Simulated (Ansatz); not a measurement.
CsPbCl3 (cubic perovskite, Pm-3m) at seven volumes, plane-wave PAW PBE (Ansatz code), scaled uniformly. One row is withheld.

| V (Å³/atom) | P (GPa) |
|---|---|
| 34.301 | 2.55 |
| 35.432 | ? |
| 36.563 | 0.71 |
| 37.694 | 0.00 |
| 38.825 | -0.60 |
| 39.955 | -1.11 |
| 41.086 | -1.54 |

Task: Fit the shown pressures and predict the withheld one.

Result: P = (3/2)B₀(x^(7/2) − x^(5/2))[1 + (3/4)(B′ − 4)(x − 1)] with x = (V₀/V)^(2/3). Least squares on the six rows gives V₀ = 37.694 Å³/atom, B₀ = 21.8 GPa, B′ = 4.59. At V = 35.432, x = 1.0421 and P = 1.56 GPa. The run itself gave 1.55 GPa.

This is a known high-temperature phase of the composition, computed here at zero pressure and temperature. The PBE relaxation kept the symmetry of its start; phonons on a q-mesh show weakly imaginary modes. Spin–orbit coupling is left out wherever it is not named.

Potentials: the later of the program's two PAW sets.
